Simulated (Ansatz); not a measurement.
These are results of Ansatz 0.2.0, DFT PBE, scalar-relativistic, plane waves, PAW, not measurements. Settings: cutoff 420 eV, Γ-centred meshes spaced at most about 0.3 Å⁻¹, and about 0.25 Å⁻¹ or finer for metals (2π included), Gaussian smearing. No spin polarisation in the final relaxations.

These are static total energies at zero pressure.

Two relaxed structures of Na2Sb:

A.

```
CELL_PARAMETERS angstrom
0.00000 3.70757 3.70757
3.70757 0.00000 3.70757
3.70757 3.70757 0.00000
ATOMIC_POSITIONS crystal
Na 0.25000 0.25000 0.25000
Na 0.75000 0.75000 0.75000
Sb 0.50000 0.50000 0.50000
```

B.

```
CELL_PARAMETERS angstrom
5.41147 0.00000 0.00000
0.00000 5.41147 0.00000
0.00000 0.00000 3.45691
ATOMIC_POSITIONS crystal
Na 0.50000 0.00000 0.50000
Na 0.00000 0.50000 0.50000
Sb 0.00000 0.00000 0.00000
```

Task: Which would you expect to be lower, and how large is the difference?

Result: B is lower, by 122 meV/atom. A has the anti-fluorite type, space group Fm-3m (No. 225), 34.0 Å³/atom and no gap on its mesh; B has space group P4/mmm (No. 123), 33.7 Å³/atom and no gap. In A, Na is surrounded by 4 Sb at 3.21 Å and 6 Na at 3.71 Å; around Sb lie 8 Na at 3.21 Å. In B, around Na lie 4 Sb at 3.21 Å, 2 Na at 3.46 Å and 4 Na at 3.83 Å; around Sb lie 8 Na at 3.21 Å and 2 Sb at 3.46 Å. Both come from invented guesses.

These runs have no spin–orbit coupling, which can matter for Sb. A magnetic state wasn't ruled out in cells without spin, among them Fm-3m. Cells relaxed within their symmetry can be saddle points.
